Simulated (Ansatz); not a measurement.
Ba (bcc type), DFT, PBE, PAW with Ansatz's default frozen-core files, scalar-relativistic (Ansatz 0.2.0), on 2 threads of Arm Neoverse V1 (shared host).

Command: `ansatz run input.yaml --threads 2 --pin off --max-ram 4096MiB --backend cpu --events-out ev --progress --plain --runs-dir out`

```yaml
crystal:
  lattice:
    - [-2.5124974217, 2.5124974217, 2.5124974217]
    - [2.5124974217, -2.5124974217, 2.5124974217]
    - [5.0249948434, 5.0249948434, 0.0]
  atoms:
    - { symbol: Ba, position: [0.0, 0.0, 0.0] }
    - { symbol: Ba, position: [0.5, 0.5, 0.5] }
kpoints:
  mp_grid: { grid: [9, 9, 5] }
scf:
  occupations: { method: fermi_dirac, width: 0.05 }
hamiltonian:
  xc: pbe
  pseudopotentials: { kind: paw }
output:
  forces: true
  stress: true
  eigenvalues: true
  write_density: true
  write_potential: true
  elf: true
  volumetric_format: npy
```

How large is the problem that the program sets up?

75 irreducible k-points, 2501 plane waves at Γ, 14 bands.

About how long does it take?

5.3 s of wall time for 6 SCF iterations. Times on shared machines scatter by tens of per cent.
